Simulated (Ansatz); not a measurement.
## PIr2: do energies and stresses tell the same story?

The calculation used DFT PBEsol, scalar-relativistic, plane waves, PAW in Ansatz.

Settings: cutoff 420 eV, Γ-centred mesh 14×14×14 on the computed 3-atom cell, Gaussian smearing of 0.10 eV; no spin polarisation.

Relaxed cell: Fm-3m, a = 5.533 Å, b = 5.533 Å, c = 5.533 Å, α = 90.00°, β = 90.00°, γ = 90.00°, 3 atoms in the primitive cell. Whether it is the stable form of this composition wasn't checked.

Energies at zero smearing and pressures from the stress tensor, at volumes with shape and atoms relaxed:
| V (Å³/atom) | E − E(first) (meV/atom) | P (GPa) |
| --- | --- | --- |
| 13.266 | 0.00 | 21.95 |
| 13.690 | -41.75 | 10.01 |
| 14.113 | -54.57 | 0.00 |
| 14.537 | -43.13 | -8.39 |
| 14.960 | -11.39 | -15.40 |

Problem. Check P = −dE/dV between neighbouring volumes, and get the bulk modulus from the pressures alone.

Solution. With 1 eV/Å³ = 160.2 GPa:
| middle V (Å³/atom) | −ΔE/ΔV (GPa) | mean P (GPa) |
| --- | --- | --- |
| 13.478 | 15.798 | 15.982 |
| 13.902 | 4.850 | 5.006 |
| 14.325 | -4.328 | -4.193 |
| 14.748 | -12.009 | -11.892 |

The two differ by 0.18 GPa at most. The mean of two end pressures misses the average over a step by about ΔV² P″/12, up to 0.17 GPa here; with that taken off 0.01 GPa remains. Around V = 14.113 Å³/atom, the two neighbours give B = −V ΔP/ΔV = 14.113 × 18.40 / 0.847 = 306.6 GPa, against B0 = 305.0 GPa from the Birch–Murnaghan fit of the energies.

Spin–orbit coupling is left out, which can shift energies with elements as heavy as these.